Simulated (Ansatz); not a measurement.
A Ag$_{5}$Sn$_{2}$Sb$_{3}$ cell: elements on a bcc lattice, relaxed.

```xyz
20
Lattice="-5.4603 4.6395 -1.1142 -5.9050 -0.9618 6.4310 1.3754 5.2942 6.6410" Properties=species:S:1:pos:R:3 pbc="T T T"
Ag   -9.8167    7.9406   11.0255
Ag   -5.0285    7.2494    9.7039
Ag   -1.5228    1.8873    1.7569
Ag   -3.5430    3.0720    3.7677
Ag   -0.7680    3.0975    4.4206
Ag   -9.9744    5.8861    8.1668
Ag   -6.3765    5.4333    7.3748
Ag   -4.9794    4.0934    9.5034
Ag   -7.7551    7.4247    8.9156
Ag   -5.5432    8.2133    7.0893
Sn   -7.5360    3.9543    5.0237
Sn   -2.4892    2.5267    6.6225
Sn   -4.0136    6.2881    5.6919
Sn   -5.9564    5.7684   11.9146
Sb   -3.6528    3.6001    0.3630
Sb   -4.2720    0.2897    4.0862
Sb   -5.5266    4.6103    2.4391
Sb   -5.4241    2.7924    7.0744
Sb   -2.1131    5.6252    3.4948
Sb   -2.2596    5.3389    7.9137
```

Level of theory: DFT r2SCAN, scalar-relativistic, plane waves, PAW in Ansatz.

Plane waves to 500 eV, a k mesh through Γ of 3×3×4 on the computed 20-atom cell and Gaussian smearing (0.10 eV); no spin polarisation.

Question: Describe its local order.

Answer: Counting as bonded all pairs within 1.3 times the summed covalent radii:

```csv
atom → neighbour,mean count,mean length (Å),spread (Å)
Ag → Ag,5.00,3.04,0.24
Ag → Sb,3.00,3.02,0.21
Ag → Sn,1.70,3.10,0.27
Sb → Ag,5.00,3.02,0.21
Sb → Sb,0.67,2.93,0.04
Sb → Sn,2.33,3.21,0.20
Sn → Ag,4.25,3.10,0.27
Sn → Sb,3.50,3.21,0.20
Sn → Sn,1.00,3.38,0.11
```

Angles between all pairs of such bonds at an atom (mean ± spread): 97 ± 33° at Ag, 98 ± 32° at Sb, 97 ± 34° at Sn.

Question: Does it have a gap?

Answer: It has no gap on the mesh. Levels at Γ next to the Fermi level (eV from it): -1.19, -1.08, -0.76, -0.59, -0.30, -0.07, 0.10, 0.39, 0.61, 0.80, 1.11, 1.26.

The final mesh leaves forces up to 0.31 eV/Å and stresses up to 0.5 GPa: the relaxation ran on a coarser mesh, so the cell's shape, its bonds and its energy belong partly to that mesh.

The relaxation stopped before its thresholds.

The k mesh is coarse. Spin-orbit coupling is left out, which matters for the bands of heavy elements.

Cost: 2 runs of about 92 core-minutes in all (earlier runs that led there not counted), on Intel Xeon Processor @ 2.50GHz (Skylake/Cascade Lake) (shared hosts).